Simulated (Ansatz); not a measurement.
Relaxing a structure of AlN

The start is a generated cell, AlN placed in the wurtzite structure type. A full variable-cell relaxation at zero pressure is run with PBE (plane waves to 420 eV, PAW, scalar-relativistic; Ansatz, an electronic-structure program). The first steps use a coarse 8×8×5 k-mesh.

Starting cell:
```
AlN
1.0
    3.14555     0.00000     0.00000
   -1.57277     2.72412     0.00000
    0.00000     0.00000     5.15168
Al N
2 2
Direct
  0.66667   0.33333   0.00000
  0.33333   0.66667   0.50000
  0.66667   0.33333   0.62520
  0.33333   0.66667   0.12520
```

Problem. By how much does the energy per atom fall from start to end?

Solution. 11 meV/atom.

Problem. How does the volume change?

Solution. -3.5 %, from 11.04 to 10.65 Å³/atom.

Problem. How do the shortest distances between atoms change?

Solution. The closest pairs of elements (up to four, under 3.6 Å), start → end: Al–N 1.93 → 1.90 Å; Al–Al 3.15 → 3.09 Å; N–N 3.15 → 3.09 Å.

Problem. What band gap does the relaxed structure have at this level?

Solution. 4.03 eV, direct at Γ (no spin-orbit coupling).

Problem. What does it relax into? Give the structure.

Solution. 
```cif
data_Al2N2
_chemical_formula_sum 'Al2 N2'
_space_group_name_H-M_alt 'P63mc'
_space_group_IT_number 186
_space_group_name_Hall 'P 6c -2c'
_cell_length_a 3.13030
_cell_length_b 3.13030
_cell_length_c 5.01801
_cell_angle_alpha 90.000
_cell_angle_beta 90.000
_cell_angle_gamma 120.000
loop_
_atom_site_label
_atom_site_type_symbol
_atom_site_symmetry_multiplicity
_atom_site_Wyckoff_symbol
_atom_site_fract_x
_atom_site_fract_y
_atom_site_fract_z
_atom_site_occupancy
Al1 Al 2 b 0.66667 0.33333 0.00337 1
N1 N 2 b 0.33333 0.66667 0.12183 1
```

The space group stays P6₃mc (No. 186) (the run could not lower it); the end is wurtzite type, with 4 atoms in the primitive cell. Final values are on a 12×12×7 k-mesh of the relaxed cell. No spin polarisation in the result.

The run could not lose the symmetry of its start.
